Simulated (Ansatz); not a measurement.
## Structures of Ta2Mo: which is lowest?

Plane-wave DFT in Ansatz with scalar-relativistic PAW potentials, cutoff 420 eV, Γ-centred meshes chosen by cell and gap, Gaussian smearing with energies taken to zero width. Every cell was relaxed (cell and atoms) in a run of its own, within the symmetry of its start. Functional: PBE.

Relaxed structures (starts from databases or built by putting these elements on another compound's sites):
A. I4/mmm, 3 atoms in the computed cell, a = 3.244 Å, c = 9.872 Å; sites (symmetry × multiplicity) Ta 4mm × 4, Mo 4/mmm × 2; start: built
B. Cmcm, 6 atoms in the computed cell, a = 4.564 Å, b = 9.787 Å, c = 4.650 Å; sites (symmetry × multiplicity) Ta m2m × 4 + m2m × 4, Mo m2m × 4; start: built

Q: Rank them by energy. Could pressure change the order?

A:
```tsv
structure	group	E − E(lowest) (meV/atom)	V (Å³/atom)	gap on mesh (eV)
A	I4/mmm	0.0	17.31	0.00
B	Cmcm	62	17.31	0.00
```

A is lowest, 62 meV/atom under B. The two lowest differ in volume by under 3 %, too little for a first-order estimate of what pressure does to that pair (other pairs aren't weighed here); with rigid cells even 3 % in favour of the higher one would need about 19 GPa. Other structures may lie lower than all of these, and vibrations aren't counted.

Spin-orbit coupling is left out, which matters for the bands of heavy elements.